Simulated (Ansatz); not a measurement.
A geometry of ScCo away from equilibrium: the start of the relaxation of a relaxed ScCo cell, doubled along one cell vector, shaken by Gaussian noise of σ = 0.08 Å a coordinate. These are PBEsol (plane waves to 420 eV, PAW, scalar-relativistic; Ansatz, an electronic-structure program) values and carry that method's errors. Γ-centred k-mesh 5×9×7 on the run's cell (coarser than for final values), Fermi–Dirac smearing 0.05 eV.

```xyz
8
Lattice="8.2842 0.0000 0.0000 -2.0711 3.5872 0.0000 0.0000 0.0000 4.4783" Properties=species:S:1:pos:R:3:forces:R:3 pbc="T T T" free_energy=-28818.184 pressure_GPa=1.8
Co    -0.0255    -0.0228    -0.0497    0.5561    0.4702    1.8269
Co     3.9800    -0.0142    -0.1658    0.7172    0.2025    2.0460
Co    -0.0451    -0.0217     2.3422    0.6007    0.4376   -1.9440
Co     4.1956     0.1150     2.2383    0.2320   -0.1684   -1.9852
Sc     0.0160     2.4663     1.1443   -0.1701   -0.2897   -0.2999
Sc     4.2682     2.4485     1.0865   -0.7586   -0.1699   -0.2516
Sc     2.1477     1.2857     3.2002   -0.6573   -0.1346    0.4479
Sc     6.2945     1.2451     3.3513   -0.5199   -0.3477    0.1600
```

Positions in Å, forces in eV/Å, free energy of the cell in eV (comparable only within this code, potentials and settings). Largest force: 2.18 eV/Å, on Co2 (atoms numbered as listed); the geometry lies 0.07 eV/atom above the end of its relaxation.

Spin-polarised start, with parallel moments on Co.

Spin state reached: ferromagnetic (net 0.25 μB/atom), from parallel starting moments; other spin orders were not run from this start.

The end of the path is a generated cell of ScCo: the first start was made by placing the elements on the sites of a structure type, and the end was not matched to a known phase here, so it may be hypothetical.
